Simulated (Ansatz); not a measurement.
Ansatz input file:

```yaml
crystal:
  lattice:
    - [5.4313155574, 0.0, 0.0]
    - [0.0, 5.4313155574, 0.0]
    - [0.0, 0.0, 25.8795800921]
  atoms:
    - { symbol: Ir, position: [0.25, 0.25, 0.3091240264] }
    - { symbol: Ir, position: [0.25, 0.75, 0.3091240264] }
    - { symbol: Ir, position: [0.75, 0.25, 0.3091240264] }
    - { symbol: Ir, position: [0.75, 0.75, 0.3091240264] }
    - { symbol: Ir, position: [0.5, 0.5, 0.3833238404] }
    - { symbol: Ir, position: [0.5, 0.0, 0.3833238404] }
    - { symbol: Ir, position: [0.0, 0.5, 0.3833238404] }
    - { symbol: Ir, position: [0.0, 0.0, 0.3833238404] }
    - { symbol: Ir, position: [0.75, 0.75, 0.4583002453] }
    - { symbol: Ir, position: [0.75, 0.25, 0.4583002453] }
    - { symbol: Ir, position: [0.25, 0.75, 0.4583002453] }
    - { symbol: Ir, position: [0.25, 0.25, 0.4583002453] }
    - { symbol: Ir, position: [0.0, 0.0, 0.5296963696] }
    - { symbol: Ir, position: [0.0, 0.5, 0.5296963696] }
    - { symbol: Ir, position: [0.5, 0.0, 0.5296963696] }
    - { symbol: Ir, position: [0.5, 0.5, 0.5296963696] }
    - { symbol: F, position: [0.0282367233, 0.1101628451, 0.6919401148] }
    - { symbol: C, position: [0.0070001255, 0.3179976169, 0.6614875342] }
    - { symbol: F, position: [-0.2070709607, 0.4416575926, 0.6740456978] }
    - { symbol: F, position: [0.2068527731, 0.4701663188, 0.6698995718] }
    - { symbol: F, position: [0.0, 0.25, 0.6100686164] }
basis:
  ecutwfc: 420
kpoints:
  mp_grid: { grid: [4, 4, 1] }
hamiltonian:
  xc: pbe
  dispersion: d3bj
scf:
  occupations: { method: gaussian, width: 0.1 }
output:
  forces: true
  eigenvalues: true
  write_density: true
  write_potential: true
  elf: true
  volumetric_format: npy
relax:
  adjacent_minimum: "off"
  f_tol: 0.04
  max_steps: 100
  constraints: [{ sites: [0, 1, 2, 3, 4, 5, 6, 7] }]
efield:
  axis: 3
  dipole_correction: true
  ramp_width: 0.04
```

Launched with
```bash
ansatz run input.yaml --threads 4 --pin off --max-ram 10240MiB --backend cpu --events-out ev --progress --plain --runs-dir out
```

All numbers below come from Ansatz, DFT PBE+D3(BJ), scalar-relativistic, plane waves, PAW.

Abridged output:

```
Pseudopotentials: kind: paw
Pseudopotential: Ir, paw, valence charge 17, recommended cutoff 420 eV (normal)
Pseudopotential: F, paw, valence charge 7, recommended cutoff 420 eV (normal)
Pseudopotential: C, paw, valence charge 4, recommended cutoff 420 eV (normal)
Functional definition: PBE
Crystal: 21 atoms, lattice volume = 763.427 Å³
Basis set: ecut = 420 eV, 14891 PW (Γ), exchange–correlation on 80×80×360 points (8 copies of the dense FFT grid, shifted against one another)
Bands: 183, of which v1, the nominal top of the filled ones, is band 152 counted from 1 (151 counted from 0)
Symmetry: 1 space group operations
Space group: P1 (ITA 1), of the structure as read, at distance tolerance 9.1e-5 Å
k-points: 10 of 16 (time reversal used)
Initial density: superposition of atomic densities (neutral atoms: chi_scale 0, normalization atom), corrected by the library's trained network
Initial wavefunctions: pseudopotential atomic-orbital guess
Functional: x = pbe(κ = 0.804, μ = 0.21951497), c = pbe(β = 0.06672455)
SCF iter   1: F=—  HF=-194444.360287 eV  |F-HF|=—  |Δ(HF+E_count)|=         —  Δρ=9.69e-3  dr2=6.95e0  ethr=1.77e-3  p=-0.064 e·Å  D=-1.52e-2 V/Å  ΔV_dip=0.39 eV  dr2_dipole=8.47e-1  V_vac-E_F(+/−)=5.63/5.24 eV  ⟨swp⟩=7.5  Hψ=7729  notcnv=0  defer=68
efield: sawtooth ramp at fractional position 0.9805 (placed from the atoms, in the widest stretch of the axis that holds none; the zero of the levels goes with the place), width 0.0400; the density the first Hamiltonian is built on has a dipole p = -0.064 e·Å; the dipole correction subtracts the counter field D = -1.52e-2 V/Å, which shifts the + side's vacuum level by +0.39 eV against the − side's; the planar-averaged density in the ramp window peaks in size at 1.4e-5 e/Å³
SCF iter   2: F=—  HF=-194444.152946 eV  |F-HF|=—  |Δ(HF+E_count)|=   2.07e-1  Δρ=4.26e-3  dr2=3.67e-1  ethr=1.77e-3  p=0.155 e·Å  D=3.67e-2 V/Å  ΔV_dip=-0.95 eV  dr2_dipole=6.08e-2  V_vac-E_F(+/−)=4.57/5.52 eV  ⟨swp⟩=2.0  Hψ=2202  notcnv=0  defer=167
SCF iter   3: F=—  HF=-194444.148455 eV  |F-HF|=—  |Δ(HF+E_count)|=   4.49e-3  Δρ=2.35e-3  dr2=2.05e-1  ethr=1.21e-4  p=0.131 e·Å  D=3.09e-2 V/Å  ΔV_dip=-0.80 eV  dr2_dipole=3.45e-2  V_vac-E_F(+/−)=4.71/5.51 eV  ⟨swp⟩=2.1  Hψ=2618  notcnv=0  defer=183
SCF iter   4: F=—  HF=-194444.136185 eV  |F-HF|=—  |Δ(HF+E_count)|=   1.23e-2  Δρ=7.20e-4  dr2=2.84e-2  ethr=6.74e-5  p=0.136 e·Å  D=3.22e-2 V/Å  ΔV_dip=-0.83 eV  dr2_dipole=5.24e-3  V_vac-E_F(+/−)=4.73/5.56 eV  ⟨swp⟩=2.0  Hψ=2376  notcnv=0  defer=183
SCF iter   5: F=—  HF=-194444.134092 eV  |F-HF|=—  |Δ(HF+E_count)|=   2.09e-3  Δρ=3.25e-4  dr2=1.88e-3  ethr=9.35e-6  p=0.145 e·Å  D=3.45e-2 V/Å  ΔV_dip=-0.89 eV  dr2_dipole=1.29e-4  V_vac-E_F(+/−)=4.69/5.58 eV  ⟨swp⟩=2.0  Hψ=2392  notcnv=0  defer=161
SCF iter   6: F=—  HF=-194444.133899 eV  |F-HF|=—  |Δ(HF+E_count)|=   1.93e-4  Δρ=8.45e-5  dr2=1.77e-4  ethr=6.19e-7  p=0.148 e·Å  D=3.50e-2 V/Å  ΔV_dip=-0.90 eV  dr2_dipole=1.50e-5  V_vac-E_F(+/−)=4.69/5.60 eV  ⟨swp⟩=2.2  Hψ=2858  notcnv=0  defer=155
SCF iter   7: F=-194444.133898 eV  HF=-194444.133901 eV  |F-HF|=3.53e-6  |Δ(HF+E_count)|=   2.50e-6  Δρ=4.68e-5  dr2=1.96e-5  ethr=1.32e-8  p=0.148 e·Å  D=3.51e-2 V/Å  ΔV_dip=-0.91 eV  dr2_dipole=1.16e-6  V_vac-E_F(+/−)=4.69/5.60 eV  ⟨swp⟩=25.2  Hψ=20081  notcnv=0
SCF 1 converged in 7 iterations: F = -194444.133898 eV  dr2 = 1.96e-5
relax step   1: F+E_penalty+E_count = -194444.13389785 eV  Δ(F+E_penalty+E_count) = +0.000e0 eV  max|allowed force component| = 2.700e0 eV/Å  Δτ_max = 0.0000 Å  (7 SCF iters, dr2 threshold 4.00e-5 eV, accepted)
Initial density: handed on by an earlier stage of this run
Initial wavefunctions: those handed on with the density
SCF iter   1: F=—  HF=-194444.633411 eV  |F-HF|=—  |Δ(HF+E_count)|=         —  Δρ=1.97e-2  dr2=7.49e-1  ethr=2.45e-4  p=0.148 e·Å  D=3.51e-2 V/Å  ΔV_dip=-0.91 eV  dr2_dipole=2.36e-2  V_vac-E_F(+/−)=4.70/5.61 eV  ⟨swp⟩=1.3  Hψ=6900  notcnv=0  defer=153
efield: sawtooth ramp at fractional position 0.9805 (handed on by an earlier solve), width 0.0400; the density the first Hamiltonian is built on has a dipole p = 0.148 e·Å; the dipole correction subtracts the counter field D = 3.51e-2 V/Å, which shifts the + side's vacuum level by -0.91 eV against the − side's; the planar-averaged density in the ramp window peaks in size at 5.4e-6 e/Å³
SCF iter   2: F=—  HF=-194444.685920 eV  |F-HF|=—  |Δ(HF+E_count)|=   5.25e-2  Δρ=8.09e-3  dr2=2.91e-1  ethr=2.45e-4  p=0.185 e·Å  D=4.39e-2 V/Å  ΔV_dip=-1.14 eV  dr2_dipole=1.58e-2  V_vac-E_F(+/−)=4.47/5.61 eV  ⟨swp⟩=3.0  Hψ=2931  notcnv=0  defer=153
SCF iter   3: F=—  HF=-194444.615618 eV  |F-HF|=—  |Δ(HF+E_count)|=   7.03e-2  Δρ=3.10e-3  dr2=4.98e-2  ethr=9.57e-5  p=0.114 e·Å  D=2.70e-2 V/Å  ΔV_dip=-0.70 eV  dr2_dipole=2.37e-3  V_vac-E_F(+/−)=4.91/5.60 eV  ⟨swp⟩=3.0  Hψ=3085  notcnv=0  defer=153
SCF iter   4: F=—  HF=-194444.602569 eV  |F-HF|=—  |Δ(HF+E_count)|=   1.30e-2  Δρ=7.56e-4  dr2=4.93e-3  ethr=1.64e-5  p=0.126 e·Å  D=2.98e-2 V/Å  ΔV_dip=-0.77 eV  dr2_dipole=4.20e-4  V_vac-E_F(+/−)=4.83/5.61 eV  ⟨swp⟩=3.0  Hψ=2680  notcnv=0  defer=153
SCF iter   5: F=—  HF=-194444.601936 eV  |F-HF|=—  |Δ(HF+E_count)|=   6.32e-4  Δρ=2.46e-4  dr2=5.25e-4  ethr=1.62e-6  p=0.125 e·Å  D=2.96e-2 V/Å  ΔV_dip=-0.77 eV  dr2_dipole=1.88e-5  V_vac-E_F(+/−)=4.84/5.61 eV  ⟨swp⟩=3.0  Hψ=2852  notcnv=0  defer=153
SCF iter   6: F=—  HF=-194444.601928 eV  |F-HF|=—  |Δ(HF+E_count)|=   8.38e-6  Δρ=1.09e-4  dr2=9.92e-5  ethr=3.29e-8  p=0.123 e·Å  D=2.92e-2 V/Å  ΔV_dip=-0.76 eV  dr2_dipole=5.03e-6  V_vac-E_F(+/−)=4.85/5.61 eV  ⟨swp⟩=24.7  Hψ=20456  notcnv=0
SCF iter   7: F=-194444.601924 eV  HF=-194444.601942 eV  |F-HF|=1.86e-5  |Δ(HF+E_count)|=   1.45e-5  Δρ=3.03e-5  dr2=2.09e-5  ethr=3.26e-8  p=0.122 e·Å  D=2.89e-2 V/Å  ΔV_dip=-0.75 eV  dr2_dipole=3.10e-6  V_vac-E_F(+/−)=4.86/5.61 eV  ⟨swp⟩=19.8  Hψ=19221  notcnv=0
SCF 2 converged in 7 iterations: F = -194444.601924 eV  dr2 = 2.09e-5
relax step   2: F+E_penalty+E_count = -194444.60192385 eV  Δ(F+E_penalty+E_count) = -4.680e-1 eV  max|allowed force component| = 1.283e0 eV/Å  Δτ_max = 0.1945 Å  (7 SCF iters, dr2 threshold 1.00e-4 eV, accepted)
SCF iter   1: F=—  HF=-194444.796698 eV  |F-HF|=—  |Δ(HF+E_count)|=         —  Δρ=1.95e-2  dr2=9.56e-1  ethr=2.48e-3  p=0.122 e·Å  D=2.89e-2 V/Å  ΔV_dip=-0.75 eV  dr2_dipole=1.57e-1  V_vac-E_F(+/−)=4.87/5.62 eV  ⟨swp⟩=4.0  Hψ=4487  notcnv=0  defer=133
efield: sawtooth ramp at fractional position 0.9805 (handed on by an earlier solve), width 0.0400; the density the first Hamiltonian is built on has a dipole p = 0.122 e·Å; the dipole correction subtracts the counter field D = 2.89e-2 V/Å, which shifts the + side's vacuum level by -0.75 eV against the − side's; the planar-averaged density in the ramp window peaks in size at 2.8e-6 e/Å³
   ...
SCF iter   2: F=—  HF=-194445.033833 eV  |F-HF|=—  |Δ(HF+E_count)|=   2.28e-4  Δρ=2.02e-4  dr2=2.95e-4  ethr=3.82e-6  p=0.024 e·Å  D=5.61e-3 V/Å  ΔV_dip=-0.15 eV  dr2_dipole=7.17e-6  V_vac-E_F(+/−)=5.47/5.62 eV  ⟨swp⟩=2.0  Hψ=2711  notcnv=0  defer=150
SCF iter   3: F=—  HF=-194445.033832 eV  |F-HF|=—  |Δ(HF+E_count)|=   9.98e-7  Δρ=1.74e-4  dr2=2.90e-4  ethr=9.70e-8  p=0.024 e·Å  D=5.57e-3 V/Å  ΔV_dip=-0.14 eV  dr2_dipole=1.77e-5  V_vac-E_F(+/−)=5.47/5.62 eV  ⟨swp⟩=3.0  Hψ=3782  notcnv=0  defer=150
SCF iter   4: F=—  HF=-194445.033759 eV  |F-HF|=—  |Δ(HF+E_count)|=   7.29e-5  Δρ=5.77e-5  dr2=2.22e-5  ethr=9.52e-8  p=0.024 e·Å  D=5.60e-3 V/Å  ΔV_dip=-0.14 eV  dr2_dipole=3.46e-8  V_vac-E_F(+/−)=5.47/5.62 eV  ⟨swp⟩=3.0  Hψ=2829  notcnv=0  defer=150
SCF iter   5: F=—  HF=-194445.032991 eV  |F-HF|=—  |Δ(HF+E_count)|=   7.68e-4  Δρ=1.75e-5  dr2=1.46e-6  ethr=7.29e-9  p=0.024 e·Å  D=5.57e-3 V/Å  ΔV_dip=-0.14 eV  dr2_dipole=4.08e-8  V_vac-E_F(+/−)=5.47/5.62 eV  ⟨swp⟩=3.0  Hψ=2949  notcnv=0  defer=150
SCF iter   6: F=—  HF=-194445.032991 eV  |F-HF|=—  |Δ(HF+E_count)|=   5.73e-8  Δρ=3.27e-6  dr2=1.05e-7  ethr=3.29e-11  p=0.024 e·Å  D=5.57e-3 V/Å  ΔV_dip=-0.14 eV  dr2_dipole=7.38e-9  V_vac-E_F(+/−)=5.47/5.62 eV  ⟨swp⟩=17.0  Hψ=16923  notcnv=0
SCF iter   7: F=-194445.032991 eV  HF=-194445.032991 eV  |F-HF|=1.86e-8  |Δ(HF+E_count)|=   1.48e-7  Δρ=1.35e-6  dr2=4.22e-8  ethr=3.29e-11  p=0.023 e·Å  D=5.57e-3 V/Å  ΔV_dip=-0.14 eV  dr2_dipole=4.20e-9  V_vac-E_F(+/−)=5.47/5.62 eV  ⟨swp⟩=13.2  Hψ=13401  notcnv=0
SCF 26 converged in 7 iterations: F = -194445.032991 eV  dr2 = 4.22e-8
relax step  26: F+E_penalty+E_count = -194445.03299116 eV  Δ(F+E_penalty+E_count) = -4.560e-4 eV  max|allowed force component| = 7.629e-3 eV/Å  Δτ_max = 0.0187 Å  (7 SCF iters, accepted)
SCF iter   1: F=—  HF=-194445.032508 eV  |F-HF|=—  |Δ(HF+E_count)|=         —  Δρ=4.17e-3  dr2=1.87e-2  ethr=2.10e-4  p=0.023 e·Å  D=5.57e-3 V/Å  ΔV_dip=-0.14 eV  dr2_dipole=1.17e-5  V_vac-E_F(+/−)=5.47/5.62 eV  ⟨swp⟩=3.8  Hψ=3192  notcnv=0  defer=114
efield: sawtooth ramp at fractional position 0.9805 (handed on by an earlier solve), width 0.0400; the density the first Hamiltonian is built on has a dipole p = 0.023 e·Å; the dipole correction subtracts the counter field D = 5.57e-3 V/Å, which shifts the + side's vacuum level by -0.14 eV against the − side's; the planar-averaged density in the ramp window peaks in size at 5.3e-6 e/Å³
SCF iter   2: F=—  HF=-194445.035454 eV  |F-HF|=—  |Δ(HF+E_count)|=   2.95e-3  Δρ=8.81e-4  dr2=3.12e-3  ethr=6.15e-6  p=0.024 e·Å  D=5.76e-3 V/Å  ΔV_dip=-0.15 eV  dr2_dipole=4.97e-8  V_vac-E_F(+/−)=5.47/5.62 eV  ⟨swp⟩=3.0  Hψ=2938  notcnv=0  defer=112
SCF iter   3: F=—  HF=-194445.035464 eV  |F-HF|=—  |Δ(HF+E_count)|=   9.35e-6  Δρ=8.82e-4  dr2=3.57e-3  ethr=1.03e-6  p=0.026 e·Å  D=6.23e-3 V/Å  ΔV_dip=-0.16 eV  dr2_dipole=1.17e-5  V_vac-E_F(+/−)=5.46/5.62 eV  ⟨swp⟩=3.4  Hψ=2869  notcnv=0  defer=112
SCF iter   4: F=—  HF=-194445.034538 eV  |F-HF|=—  |Δ(HF+E_count)|=   9.26e-4  Δρ=3.14e-4  dr2=4.25e-4  ethr=1.03e-6  p=0.024 e·Å  D=5.73e-3 V/Å  ΔV_dip=-0.15 eV  dr2_dipole=8.16e-7  V_vac-E_F(+/−)=5.47/5.62 eV  ⟨swp⟩=3.0  Hψ=2338  notcnv=0  defer=112
SCF iter   5: F=—  HF=-194445.034401 eV  |F-HF|=—  |Δ(HF+E_count)|=   1.36e-4  Δρ=8.00e-5  dr2=2.83e-5  ethr=1.40e-7  p=0.024 e·Å  D=5.76e-3 V/Å  ΔV_dip=-0.15 eV  dr2_dipole=1.43e-7  V_vac-E_F(+/−)=5.47/5.62 eV  ⟨swp⟩=3.0  Hψ=2346  notcnv=0  defer=112
SCF iter   6: F=—  HF=-194445.033561 eV  |F-HF|=—  |Δ(HF+E_count)|=   8.40e-4  Δρ=1.14e-5  dr2=5.23e-7  ethr=9.31e-9  p=0.024 e·Å  D=5.71e-3 V/Å  ΔV_dip=-0.15 eV  dr2_dipole=5.30e-9  V_vac-E_F(+/−)=5.47/5.62 eV  ⟨swp⟩=3.0  Hψ=2759  notcnv=0  defer=112
SCF iter   7: F=-194445.033561 eV  HF=-194445.033561 eV  |F-HF|=1.27e-8  |Δ(HF+E_count)|=   1.04e-8  Δρ=1.54e-6  dr2=1.86e-8  ethr=3.29e-11  p=0.024 e·Å  D=5.71e-3 V/Å  ΔV_dip=-0.15 eV  dr2_dipole=2.18e-9  V_vac-E_F(+/−)=5.47/5.62 eV  ⟨swp⟩=21.0  Hψ=15610  notcnv=0
SCF 27 converged in 7 iterations: F = -194445.033561 eV  dr2 = 1.86e-8
relax step  27: F+E_penalty+E_count = -194445.03356096 eV  Δ(F+E_penalty+E_count) = -5.698e-4 eV  max|allowed force component| = 1.484e-2 eV/Å  Δτ_max = 0.0586 Å  (7 SCF iters, accepted)
WARN: The output density's exchange-correlation potential varies sharply where the density is thin. Do not read a vacuum level from v_tot or v_xc, or from such a field of the output density. On a cell that repeats whose density bears no net charge and no dipole along the vacuum's axis use v_es (v_loc + v_h of the components); under efield.dipole_correction with no amplitude use v_es + v_field, which holds any external_charges[].barrier, or the levels of the report's work_function block, which leave it out; under a non-zero efield.amplitude the vacuum is tilted and has no level; on a cell that repeats and bears such a dipole with no correction it is tilted too, and efield.dipole_correction wi ...
SCF converged after 7 iterations
Free energy (F): -194445.033561 eV
Harris-Foulkes:  -194445.033561 eV  (|F-HF|=1.27e-8)
Internal energy: -194444.925294 eV  (E = F + TS)
E sigma→0 (E₀):  -194444.979427 eV
Entropy (-TS):   -0.108267 eV (-5.156 meV/atom)
Fermi energy:    4.352509 eV
Dipole field:    D = 0.005680 V/Å  (p = 0.023962 e·Å, saw-weighted, corrected)
Work function:   Φ+ = 5.4716 eV   Φ− = 5.6186 eV
Levels:          The Fermi level and band energies are counted from a zero that moves with the ramp; work functions are not
--- Per-component energies (eV) ---
  E_band       = -7280.100279
  E_kinetic    = 10856.666861
  E_local      = -499349.107368  (includes V_loc(G=0)·N_el)
  E_nonlocal   = 1488.659759
  E_hartree    = 244472.422427
  E_xc         = -4633.577373
  E_vxc        = -5241.359631  (∫ρ·V_xc dr)
  E_paw        = -148476.308826  (= ΣΔE_a)
  E_vpaw       = -3982.178268  (= ΣTr[D̂ρ^β])
  E_aug_tail   = 0.009096  (compensation charges beyond the density's cutoff)
  E_efield     = 0.000068  (sawtooth field / dipole correction)
  E_vefield    = 2.354096  (∫n·V_field dr)
  E_ewald      = 201204.737239
  E_disp       = -8.427177  (pairwise vdW)
  E_smearing   = -0.108267  (= −TS)
--- Forces (eV/Å), atoms counted from 1 ---
  atom   1  Ir     0.00051702    -0.00004077     0.73032874
  atom   2  Ir    -0.00010635     0.00055480     0.72994079
  atom   3  Ir    -0.00054491    -0.00004190     0.72925885
  atom   4  Ir     0.00007233     0.00024318     0.73037529
  atom   5  Ir    -0.00011919    -0.00048873    -0.72551961
  atom   6  Ir     0.00133729     0.00322681    -0.73136547
  atom   7  Ir     0.00039732     0.00087416    -0.72422710
  atom   8  Ir    -0.00022812     0.00078210    -0.72421134
  atom   9  Ir     0.00165646    -0.00231246    -0.00011989
  atom  10  Ir     0.00011222     0.00220351    -0.00075053
  atom  11  Ir    -0.00122145     0.00117537    -0.00037085
  atom  12  Ir     0.00027145    -0.00078025    -0.00076557
  atom  13  Ir    -0.00047145    -0.00175784    -0.00427428
  atom  14  Ir    -0.00362057     0.00128857    -0.00294621
  atom  15  Ir     0.00044489    -0.00035444    -0.00220450
  atom  16  Ir     0.00224010     0.00007681    -0.00284752
  atom  17  F     -0.00301618     0.00368678    -0.01484165
  atom  18  C     -0.00048611     0.00570855    -0.00000394
  atom  19  F      0.01338300    -0.00890545     0.00519338
  atom  20  F     -0.01333609    -0.00714982     0.00879672
  atom  21  F      0.00270795     0.00198855     0.00061254
--- Band table (eV; the first three rows and the last of 10) ---
  k-point 0: bands = ["-88.5672", "-88.5410", "-88.5407", "-88.5191", "-88.4433", "-88.4243", "-88.4239", "-88.4024", "-87.7038", "-87.6833", "-87.6821", "-87.6609", "-87.6376", "-87.6164", "-87.6162", "-87.5946", "-45.7397", "-45.7396", "-45.6892", "-45.6891", "-45.6576", "-45.6575", "-45.6192", "-45.4433", "-45.4433", "-45.3688", "-45.3628", "-45.3627", "-45.2949", "-45.2944", "-45.2766", "-45.2765", "-45.2630", "-45.2624", "-45.2025", "-45.2021", "-45.0890", "-45.0890", "-45.0752", "-45.0752", "-44.7795", "-44.7792", "-44.7726", "-44.7724", "-44.7199", "-44.7196", "-44.7036", "-44.7034", "-44.4609", "-44.4367", "-44.4340", "-44.4281", "-44.4165", "-44.4163", "-44.3933", "-44.3924", "-44.3 ...
  k-point 1: bands = ["-88.5634", "-88.5447", "-88.5377", "-88.5223", "-88.4404", "-88.4269", "-88.4209", "-88.4056", "-87.7007", "-87.6858", "-87.6794", "-87.6641", "-87.6345", "-87.6194", "-87.6131", "-87.5978", "-45.7263", "-45.6845", "-45.6828", "-45.6427", "-45.6395", "-45.6186", "-45.6058", "-45.4717", "-45.4071", "-45.3759", "-45.3733", "-45.3651", "-45.3477", "-45.2929", "-45.2677", "-45.2664", "-45.2625", "-45.2533", "-45.2327", "-45.2142", "-45.1519", "-45.1341", "-45.0862", "-45.0763", "-44.7761", "-44.7720", "-44.7326", "-44.7197", "-44.7155", "-44.7047", "-44.6687", "-44.6493", "-44.4758", "-44.4532", "-44.4526", "-44.4378", "-44.4318", "-44.4288", "-44.4127", "-44.4046", "-44.3 ...
  k-point 2: bands = ["-88.5542", "-88.5540", "-88.5301", "-88.5299", "-88.4337", "-88.4336", "-88.4133", "-88.4133", "-87.6937", "-87.6928", "-87.6722", "-87.6714", "-87.6272", "-87.6268", "-87.6056", "-87.6053", "-45.6982", "-45.6979", "-45.6035", "-45.6033", "-45.5899", "-45.5889", "-45.5323", "-45.5322", "-45.4445", "-45.4441", "-45.3188", "-45.3182", "-45.3129", "-45.3126", "-45.2999", "-45.2998", "-45.2443", "-45.2442", "-45.2413", "-45.2410", "-45.2280", "-45.2276", "-45.0806", "-45.0802", "-44.7726", "-44.7723", "-44.7091", "-44.7088", "-44.6093", "-44.6082", "-44.5884", "-44.5873", "-44.5406", "-44.5404", "-44.5149", "-44.5147", "-44.4445", "-44.4428", "-44.4314", "-44.4304", "-44.4 ...
  k-point 9: bands = ["-88.5426", "-88.5421", "-88.5418", "-88.5417", "-88.4237", "-88.4237", "-88.4233", "-88.4232", "-87.6839", "-87.6823", "-87.6820", "-87.6819", "-87.6165", "-87.6163", "-87.6161", "-87.6160", "-45.5465", "-45.5458", "-45.5456", "-45.5448", "-45.4890", "-45.4889", "-45.4886", "-45.4882", "-45.4849", "-45.4843", "-45.4842", "-45.4838", "-45.3155", "-45.3155", "-45.3153", "-45.3153", "-45.2678", "-45.2677", "-45.2676", "-45.2675", "-45.1950", "-45.1948", "-45.1947", "-45.1945", "-44.5985", "-44.5979", "-44.5975", "-44.5970", "-44.5970", "-44.5963", "-44.5963", "-44.5961", "-44.5277", "-44.5275", "-44.5274", "-44.5273", "-44.5267", "-44.5265", "-44.5264", "-44.5262", "-44.4 ...
--- Relaxed structure (27 steps of the walk, 24 accepted, 0 SCFs on fresh bases) ---
  F+E_penalty+E_count = -194445.03356096 eV   max|allowed force component| = 1.484e-2 eV/Å
  atoms:
    - { symbol: Ir, position: [0.24999999, 0.24999999, 0.3091240264] }
    - { symbol: Ir, position: [0.24999999, 0.75, 0.3091240264] }
    - { symbol: Ir, position: [0.75, 0.24999999, 0.3091240264] }
    - { symbol: Ir, position: [0.75, 0.75, 0.3091240264] }
    - { symbol: Ir, position: [0.49999999, 0.49999999, 0.38332384] }
    - { symbol: Ir, position: [0.49999999, 0.0, 0.38332384] }
    - { symbol: Ir, position: [0.0, 0.49999999, 0.38332384] }
    - { symbol: Ir, position: [0.0, 0.0, 0.38332384] }
    - { symbol: Ir, position: [0.74990557, 0.75009947, 0.45830832] }
    - { symbol: Ir, position: [0.74996447, 0.24997294, 0.45833991] }
    - { symbol: Ir, position: [0.25011662, 0.75011397, 0.45829797] }
    - { symbol: Ir, position: [0.25004670, 0.24999672, 0.45832810] }
    - { symbol: Ir, position: [8.16849354e-5, 1.03335491e-6, 0.52972505] }
    - { symbol: Ir, position: [8.54609103e-5, 0.50017452, 0.52960463] }
    - { symbol: Ir, position: [0.49996822, 3.05078447e-5, 0.52976066] }
    - { symbol: Ir, position: [0.50000406, 0.50008679, 0.52973635] }
    - { symbol: F, position: [-0.01624338, 0.29955937, 0.73519965] }
    - { symbol: C, position: [-0.02203209, 0.30182877, 0.68354551] }
    - { symbol: F, position: [-0.19806898, 0.45584813, 0.66750173] }
    - { symbol: F, position: [0.19602238, 0.37662902, 0.66544374] }
    - { symbol: F, position: [-0.06975539, 0.07479217, 0.66621960] }
```

The relaxation met its thresholds.

The run took 13 min on 4 threads of Intel(R) Xeon(R) Platinum 8488C (Sapphire Rapids), on a shared host, peak memory 3.2 GiB.

Spin–orbit coupling is left out, which can shift energies with elements as heavy as these. Spin polarisation was left out, and a magnetic state may lie lower.